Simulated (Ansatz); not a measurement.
Data:

MgTe:
```yaml
crystal:
  lattice:
    - [4.50645, 0.00000, 0.00000]
    - [-2.25322, 3.90270, 0.00000]
    - [0.00000, 0.00000, 14.68908]
  atoms:
    - { symbol: Mg, position: [0.00000, 0.00000, 0.00056] }
    - { symbol: Mg, position: [0.00000, 0.00000, 0.50056] }
    - { symbol: Mg, position: [0.66667, 0.33333, 0.75014] }
    - { symbol: Mg, position: [0.33333, 0.66667, 0.25014] }
    - { symbol: Te, position: [0.00000, 0.00000, 0.81268] }
    - { symbol: Te, position: [0.00000, 0.00000, 0.31268] }
    - { symbol: Te, position: [0.66667, 0.33333, 0.56225] }
    - { symbol: Te, position: [0.33333, 0.66667, 0.06225] }
```

This is the LDA-relaxed structure. Tensor components refer to the Cartesian frame of this cell.

Question: All from plane-wave PAW LDA (Ansatz code), unless another level is named. Give the hole effective mass.

Answer: 0.15 along z (mₑ).

Question: Give the band gap.

Answer: 2.40 eV (direct).

Question: Predict the formation energy from the elements (no fitted shifts).

Answer: -0.84 eV/atom.

Question: Next, the electron effective mass?

Answer: 0.16 mₑ (isotropic).

Question: And the valence-band maximum?

Answer: at Γ.

Space group P6_3mc. A made-up cell: these elements were put on the sites of a structure type; the Crystallography Open Database files this formula in space group No. 186, but the cells were not matched. Its standing as an ambient phase is unchecked. Symmetry was held in the LDA relaxation; whether a distortion lowers the energy is not shown. The references are the lowest solids computed at this level, not always the standard phases. Spin–orbit coupling is left out wherever it is not named.

Potentials: the later of the program's two PAW sets.
